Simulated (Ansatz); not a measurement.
An Ansatz (a first-principles code) input:

Ansatz 0.2 input:
```yaml
crystal:
  lattice:
    - [2.695171825, 0.0, 0.0]
    - [0.0, 2.695171825, 0.0]
    - [0.0, 0.0, 4.125383992]
  atoms:
    - { symbol: Pd, position: [0.0, 0.0, 0.0] }
    - { symbol: Mo, position: [0.5, 0.5, 0.5] }
kpoints:
  mp_grid: { grid: [11, 11, 7] }
  band_path:
    path:
      - [[0.0, 0.0, 0.0], [0.0, 0.5, 0.0], [0.5, 0.5, 0.0], [0.0, 0.0, 0.0], [0.0, 0.0, 0.5], [0.0, 0.5, 0.5], [0.5, 0.5, 0.5], [0.0, 0.0, 0.5]]  # Γ-X-M-Γ-Z-R-A-Z
      - [[0.0, 0.5, 0.0], [0.0, 0.5, 0.5]]  # X-R
      - [[0.5, 0.5, 0.0], [0.5, 0.5, 0.5]]  # M-A
    npoints: 8
hamiltonian:
  xc: r2scan
  pseudopotentials: { kind: paw }
magnetization: { noncollinear: true, spin_orbit: true }
scf:
  n_extra_bands: 12
  convergence: { dr2_threshold: 0.0000000001 }
  occupations: { method: gaussian, width: 0.05 }
output: { eigenvalues: true }
```

### Question
How many symmetry operations and irreducible k-points will the run report?

### Answer
16 operations, 84 of 847 k-points.

### Question
With a cutoff of 500 eV, how many plane waves at Γ?

### Answer
755.

It took roughly 50 core-seconds on shared server cores.

Space group P4/mmm (L1₀ or tetragonal B2). The start of the workflow was typed in or built on a structure type; neither database checked (COD, Materials Project) lists it. Its standing as an ambient phase is unchecked. The r²SCAN relaxation kept the symmetry of its start; whether a distortion lowers the energy is not shown. The run is not spin-polarised.

Potentials: the later of the program's two PAW sets.

Ansatz is a plane-wave DFT program.
